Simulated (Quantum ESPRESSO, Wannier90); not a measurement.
**Ge (diamond), plane waves to Wannier functions**

Structure: Materials Project mp-32, symmetrised, not relaxed again. This is the element's usual structure. Level: PBEsol, no spin polarisation, no spin-orbit coupling; pw.x of Quantum ESPRESSO at 63 Ry with PseudoDojo potentials, 10×10×10 k-points, Wannier90. Density: 10×10×10 mesh, cold smearing 0.01 Ry. Spin-orbit coupling, left out, would split the p-like bands by a few tenths of an eV.

On the energy scale of pw.x, whose zero is arbitrary, the Fermi level lies at 9.22 eV.

Input w.win:

```
num_bands = 15
num_wann = 8
exclude_bands = 1-10
num_iter = 800
conv_tol = 1.0e-10
conv_window = 4
dis_num_iter = 1000
dis_conv_tol = 1.0e-6
dis_froz_max = 10.72
write_hr = true
write_u_matrices = true
begin projections
Ge: s;p
end projections
begin unit_cell_cart
ang
    0.0000000000    2.8374250000    2.8374250000
    2.8374250000    0.0000000000    2.8374250000
    2.8374250000    2.8374250000    0.0000000000
end unit_cell_cart
begin atoms_frac
Ge   0.0000000000  0.0000000000  0.0000000000
Ge   0.2500000000  0.2500000000  0.2500000000
end atoms_frac
mp_grid = 10 10 10
begin kpoints
0.0000000000 0.0000000000 0.0000000000
0.0000000000 0.0000000000 0.1000000000
0.0000000000 0.0000000000 0.2000000000
... (997 more lines: the 10x10x10 mesh through Gamma)
end kpoints
```

Input of pw2wannier90.x that gives the overlap and projection files (equivalent; here they were cut from one run over all bands):

```
&inputpp
  outdir = './out'
  prefix = 'pwscf'
  seedname = 'w'
  write_amn = .true.
  write_mmn = .true.
/
```

Output w.wout (banner and timings cut):

```
                                    ------
                                    SYSTEM
                                    ------

                              Lattice Vectors (Ang)
                    a_1     0.000000   2.837425   2.837425
                    a_2     2.837425   0.000000   2.837425
                    a_3     2.837425   2.837425   0.000000

                   Unit Cell Volume:      45.68811  (Ang^3)

                        Reciprocal-Space Vectors (Ang^-1)
                    b_1    -1.107198   1.107198   1.107198
                    b_2     1.107198  -1.107198   1.107198
                    b_3     1.107198   1.107198  -1.107198

 *----------------------------------------------------------------------------*
 |   Site       Fractional Coordinate          Cartesian Coordinate (Ang)     |
 +----------------------------------------------------------------------------+
 | ge   1   0.00000   0.00000   0.00000   |    0.00000   0.00000   0.00000    |
 | ge   2   0.25000   0.25000   0.25000   |    1.41871   1.41871   1.41871    |
 *----------------------------------------------------------------------------*
                                ------------
                                K-POINT GRID
                                ------------

             Grid size = 10 x 10 x 10      Total points = 1000

 *---------------------------------- MAIN ------------------------------------*
 |  Number of Wannier Functions               :                 8             |
 |  Number of Objective Wannier Functions     :                 8             |
 |  Number of input Bloch states              :                15             |
 |  Output verbosity (1=low, 5=high)          :                 1             |
 |  Timing Level (1=low, 5=high)              :                 1             |
 |  Optimisation (0=memory, 3=speed)          :                 3             |
 |  Length Unit                               :               Ang             |
 |  Post-processing setup (write *.nnkp)      :                 F             |
 |  Using Gamma-only branch of algorithms     :                 F             |
 *----------------------------------------------------------------------------*
 *------------------------------- WANNIERISE ---------------------------------*
 |  Total number of iterations                :               800             |
 |  Number of CG steps before reset           :                 5             |
 |  Trial step length for line search         :             2.000             |
 |  Convergence tolerence                     :         0.100E-09             |
 |  Convergence window                        :                 4             |
 |  Iterations between writing output         :                 1             |
 |  Iterations between backing up to disk     :               100             |
 |  Write r^2_nm to file                      :                 F             |
 |  Write xyz WF centres to file              :                 F             |
 |  Write on-site energies <0n|H|0n> to file  :                 F             |
 |  Use guiding centre to control phases      :                 F             |
 |  Use phases for initial projections        :                 F             |
 *----------------------------------------------------------------------------*
 *------------------------------- DISENTANGLE --------------------------------*
 |  Using band disentanglement                :                 T             |
 |  Total number of iterations                :              1000             |
 |  Mixing ratio                              :             0.500             |
 |  Convergence tolerence                     :         1.000E-06             |
 |  Convergence window                        :                 3             |
 *----------------------------------------------------------------------------*
 *-------------------------------- PLOTTING ----------------------------------*
 |  Plotting Hamiltonian in WF basis          :                 T             |
 *----------------------------------------------------------------------------*

 *---------------------------------- K-MESH ----------------------------------*
 +----------------------------------------------------------------------------+
 |                    Distance to Nearest-Neighbour Shells                    |
 |                    ------------------------------------                    |
 |          Shell             Distance (Ang^-1)          Multiplicity         |
 |          -----             -----------------          ------------         |
 |             1                   0.191772                      8            |
 |             2                   0.221440                      6            |
 |             3                   0.313163                     12            |
 |             4                   0.367216                     24            |
 |             5                   0.383545                      8            |
 |             6                   0.442879                      6            |
 |             7                   0.482617                     24            |
 |             8                   0.495154                     24            |
       ... (lines left out)
 +----------------------------------------------------------------------------+
 | The b-vectors are chosen automatically                                     |
 | The following shells are used:                       1                     |
 +----------------------------------------------------------------------------+
 |                        Shell   # Nearest-Neighbours                        |
 |                        -----   --------------------                        |
 |                          1               8                                 |
 +----------------------------------------------------------------------------+
 | Completeness relation is fully satisfied [Eq. (B1), PRB 56, 12847 (1997)]  |
 +----------------------------------------------------------------------------+
 |                  b_k Vectors (Ang^-1) and Weights (Ang^2)                  |
 |                  ----------------------------------------                  |
 |            No.         b_k(x)      b_k(y)      b_k(z)        w_b           |
 |            ---        --------------------------------     --------        |
 |             1         0.110720    0.110720   -0.110720    10.196686        |
 |             2         0.110720   -0.110720    0.110720    10.196686        |
 |             3        -0.110720    0.110720    0.110720    10.196686        |
 |             4         0.110720    0.110720    0.110720    10.196686        |
 |             5        -0.110720   -0.110720    0.110720    10.196686        |
 |             6        -0.110720    0.110720   -0.110720    10.196686        |
 |             7         0.110720   -0.110720   -0.110720    10.196686        |
 |             8        -0.110720   -0.110720   -0.110720    10.196686        |
 +----------------------------------------------------------------------------+
 |                           b_k Directions (Ang^-1)                          |
 |                           -----------------------                          |
 |            No.           x           y           z                         |
 |            ---        --------------------------------                     |
 |             1         0.110720    0.110720   -0.110720                     |
 |             2         0.110720   -0.110720    0.110720                     |
 |             3        -0.110720    0.110720    0.110720                     |
 |             4         0.110720    0.110720    0.110720                     |
 +----------------------------------------------------------------------------+

 Starting a new Wannier90 calculation ...

 Reading overlaps from w.mmn

 Reading projections from w.amn

 *------------------------------- DISENTANGLE --------------------------------*
 +----------------------------------------------------------------------------+
 |                              Energy  Windows                               |
 |                              ---------------                               |
 |                   Outer:   -3.43856  to   28.23695  (eV)                   |
 |                   Inner:   -3.43856  to   10.72000  (eV)                   |
 +----------------------------------------------------------------------------+
   Number of target bands to extract:    8

                   Unitarised projection of Wannier functions
                   ------------------------------------------
   A_mn = <psi_m|g_n> --> S = A.A^+ --> U = S^-1/2.A
   In dis_project... done
   Using an inner window (linner = T)
   In dis_proj_froz... done

                   Extraction of optimally-connected subspace
                   ------------------------------------------
 +---------------------------------------------------------------------+<-- DIS
 |  Iter     Omega_I(i-1)      Omega_I(i)      Delta (frac.)           |<-- DIS
 +---------------------------------------------------------------------+<-- DIS
       1      19.68770009      16.30552413       2.074E-01    <-- DIS
       2      17.03540571      15.32813631       1.114E-01    <-- DIS
       3      15.93158442      14.64720602       8.769E-02    <-- DIS
       4      15.08752573      14.13659089       6.727E-02    <-- DIS
       5      14.45015705      13.74118385       5.159E-02    <-- DIS
       6      13.96409868      13.42767832       3.995E-02    <-- DIS
       ... (lines left out)
     101      11.53298802      11.53287812       9.530E-06    <-- DIS
       ... (lines left out)
     112      11.52957832      11.52957013       7.106E-07    <-- DIS
     113      11.52934094      11.52933942       1.313E-07    <-- DIS
     114      11.52911357      11.52911837      -4.164E-07    <-- DIS

             <<<      Delta < 1.000E-06  over  3 iterations     >>>
             <<< Disentanglement convergence criteria satisfied >>>

        Final Omega_I    11.52911837 (Ang^2)

 +----------------------------------------------------------------------------+

 Writing checkpoint file w.chk... done

 *------------------------------- WANNIERISE ---------------------------------*
 +--------------------------------------------------------------------+<-- CONV
 | Iter  Delta Spread     RMS Gradient      Spread (Ang^2)            |<-- CONV
 +--------------------------------------------------------------------+<-- CONV

 ------------------------------------------------------------------------------
 Initial State
  WF centre and spread    1  (  0.000015,  0.000014, -0.000024 )     1.70181869
  WF centre and spread    2  ( -0.000028,  0.000011,  0.000255 )     2.33542227
  WF centre and spread    3  ( -0.000091, -0.000149, -0.000107 )     2.33479858
  WF centre and spread    4  (  0.000010,  0.000021, -0.000050 )     2.33263143
  WF centre and spread    5  (  1.418698,  1.418698,  1.418738 )     1.70179908
  WF centre and spread    6  (  1.418630,  1.418745,  1.418448 )     2.33328328
  WF centre and spread    7  (  1.418803,  1.418811,  1.418911 )     2.33408997
  WF centre and spread    8  (  1.418816,  1.418692,  1.418680 )     2.33634624
  Sum of centres and spreads (  5.674852,  5.674843,  5.674852 )    17.41018955

      0     0.174E+02     0.0000000000       17.4101895459  <-- CONV
        O_D=      0.0357398 O_OD=      5.8453314 O_TOT=     17.4101895 <-- SPRD
 ------------------------------------------------------------------------------
      1    -0.737E-01     0.1433059966       17.3364498360  <-- CONV
        O_D=      0.0358434 O_OD=      5.7714881 O_TOT=     17.3364498 <-- SPRD
      2    -0.125E+00     0.1494517266       17.2113934819  <-- CONV
        O_D=      0.0448086 O_OD=      5.6374665 O_TOT=     17.2113935 <-- SPRD
      3    -0.111E+00     0.2026191943       17.1004994062  <-- CONV
        O_D=      0.0477661 O_OD=      5.5236150 O_TOT=     17.1004994 <-- SPRD
      4    -0.565E-01     0.1601538563       17.0439607958  <-- CONV
        O_D=      0.0451109 O_OD=      5.4697315 O_TOT=     17.0439608 <-- SPRD
      5    -0.196E-01     0.0986519749       17.0243514368  <-- CONV
        O_D=      0.0439697 O_OD=      5.4512634 O_TOT=     17.0243514 <-- SPRD
       ... (lines left out)
    100    -0.197E-01     0.0981853598       16.8364130519  <-- CONV
        O_D=      0.0410010 O_OD=      5.2662937 O_TOT=     16.8364131 <-- SPRD
       ... (lines left out)
    200    -0.569E-02     0.0418208528       14.3895285567  <-- CONV
        O_D=      0.0371166 O_OD=      2.8232936 O_TOT=     14.3895286 <-- SPRD
       ... (lines left out)
    300    -0.611E-02     0.0438112345       14.0058482895  <-- CONV
        O_D=      0.0430498 O_OD=      2.4336801 O_TOT=     14.0058483 <-- SPRD
       ... (lines left out)
    400    -0.105E-02     0.0224112637       12.9969038262  <-- CONV
        O_D=      0.0408079 O_OD=      1.4269776 O_TOT=     12.9969038 <-- SPRD
       ... (lines left out)
    500    -0.440E-05     0.0012164807       12.9730514659  <-- CONV
        O_D=      0.0407867 O_OD=      1.4031464 O_TOT=     12.9730515 <-- SPRD
       ... (lines left out)
    600    -0.584E-08     0.0000390130       12.9729954047  <-- CONV
        O_D=      0.0407836 O_OD=      1.4030934 O_TOT=     12.9729954 <-- SPRD
       ... (lines left out)
    674    -0.953E-11     0.0000192941       12.9729952483  <-- CONV
        O_D=      0.0407836 O_OD=      1.4030933 O_TOT=     12.9729952 <-- SPRD
    675    -0.529E-10     0.0000192955       12.9729952483  <-- CONV
        O_D=      0.0407836 O_OD=      1.4030933 O_TOT=     12.9729952 <-- SPRD
    676    -0.460E-11     0.0000192893       12.9729952483  <-- CONV
        O_D=      0.0407836 O_OD=      1.4030933 O_TOT=     12.9729952 <-- SPRD
             <<<     Delta < 1.000E-10  over  4 iterations     >>>
             <<< Wannierisation convergence criteria satisfied >>>
 Final State
  WF centre and spread    1  (  0.415218,  0.414983, -0.415168 )     1.62154824
  WF centre and spread    2  (  0.415219, -0.415198,  0.415147 )     1.62174209
  WF centre and spread    3  ( -0.415384, -0.415132, -0.414982 )     1.62192307
  WF centre and spread    4  ( -0.415159,  0.415222,  0.415090 )     1.62098226
  WF centre and spread    5  (  1.003524,  1.003586,  1.833782 )     1.62170159
  WF centre and spread    6  (  1.003564,  1.833974,  1.003545 )     1.62188965
  WF centre and spread    7  (  1.833922,  1.003374,  1.003771 )     1.62112533
  WF centre and spread    8  (  1.833950,  1.834034,  1.833667 )     1.62208301
  Sum of centres and spreads (  5.674852,  5.674843,  5.674853 )    12.97299525

         Spreads (Ang^2)       Omega I      =    11.529118366
        ================       Omega D      =     0.040783593
                               Omega OD     =     1.403093289
    Final Spread (Ang^2)       Omega Total  =    12.972995248
```
